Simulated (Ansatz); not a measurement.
## BePd, a database entry at a rescaled volume

```yaml
crystal:
  lattice:
    - [2.83960, 0.00000, 0.00000]
    - [0.00000, 2.83960, 0.00000]
    - [0.00000, 0.00000, 2.83960]
  atoms:
    - { symbol: Be, position: [0.00000, 0.00000, 0.00000] }
    - { symbol: Pd, position: [0.50000, 0.50000, 0.50000] }
```

Level: r2SCAN, no spin polarisation; 500 eV; 12×12×12 Γ-centred mesh; fermi-dirac occupations (width 0.1 eV); Ansatz 0.2.0, fixed geometry.

Question: How is the charge shared?

Answer: Bader charges in e: Be +1.50, Pd -1.50. In the mean Be gives up most and Pd takes most.

Question: Is the cell too large or too small?

Answer: The pressure is -4.9 GPa (compression positive), so with the atoms held at these fractions the cell would first shrink.

Question: What is the formation energy?

Answer: -0.57 eV an atom against the elements' usual phases (free molecules for gases, crystals otherwise, with no correction for O₂ or N₂), so it is bound against them; other compounds may still compete. Relaxing would lower it.

Question: What happens at the Fermi level?

Answer: It is a metal, with about 0.65 states/eV a cell as the mean within 0.25 eV of the Fermi level.

Origin: a database entry at a rescaled volume.
